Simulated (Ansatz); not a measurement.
SrTl2:
```xyz
6
Lattice="5.1209 0.0000 0.0000 -2.5605 4.4349 0.0000 0.0000 0.0000 8.3354" Properties=species:S:1:pos:R:3 pbc="T T T"
Tl     0.0000     2.9566     3.7547
Tl     2.5605     1.4783     7.9224
Tl     0.0000     2.9566     0.4130
Tl     2.5605     1.4783     4.5807
Sr     0.0000     0.0000     2.0839
Sr     0.0000     0.0000     6.2516
```

Relaxed with r²SCAN.

Question: Map the electron localisation function on the plane through (0.333, 0.667, 0.450) spanned by u = [0, 0, 1] and v = [1, -1, 0] in lattice vectors, from r²SCAN (plane waves, PAW; program Ansatz).

Answer: x is the fraction of u, y of v (the angle between them is 90°; rows are the nearest grid lines); atoms in the plane: Tl at (0.00, 0.00), Tl at (0.50, 0.33), Tl at (0.60, 0.00), Tl at (0.10, 0.33), Sr at (0.80, 0.67), Sr at (0.30, 0.67).
```
|0002443332100012333420000024333433342000|
|0124433322100012233442101244334443344210|
|3344433321100011233344333444344444344433|
|4333333210000000123333444444332223444444|
|4444321000000000001344444321000000012344|
|2232100025899875200023221001478887410012|
|1121000269999998620012110015899999851001|
|0000002799853589962000000279985358996200|
|0000002799720279972000000279972027997200|
|0111000389999999730011100048999999983000|
|1122100147999997410022110014899999841001|
|3344332100111110012344332100012321000123|
|3334444432211122344443333321000000012333|
|3444444444433344444444433332100000123333|
|4432223443344433443223443332110001123334|
|4200000343334333420000344333210001233344|
|4310001343334333431001344333210001233344|
|3443344433333333344434433332110001123333|
|3333444333333333334433333332211111223333|
|3333333333322233333333333333322222333333|
|3333333322111112233333333333333333433333|
|3344333321100011233343333443334443334433|
|0124433322100012233342101244333433344210|
|0002443332100012333420000024333433342000|
```
Scale: ten equal steps from 0.002 (start of '0') to 0.873 (end of '9'), in the order '0123456789'; x runs from 0.000 to 1.00, y from 0.000 (bottom) to 1.00 (top).

The density is the valence pseudo-density with augmentation charge, so density and ELF within about 1 Å of a nucleus are not all-electron values.

Space group P6_3/mmc. The workflow started from an entry of the Crystallography Open Database (COD). Its standing as an ambient phase is unchecked. The r²SCAN relaxation kept the symmetry of its start; its stability against distortions is not shown here. Scalar-relativistic: spin–orbit coupling is off unless named, which matters more the heavier the elements.

Potentials: the later of the program's two PAW sets.
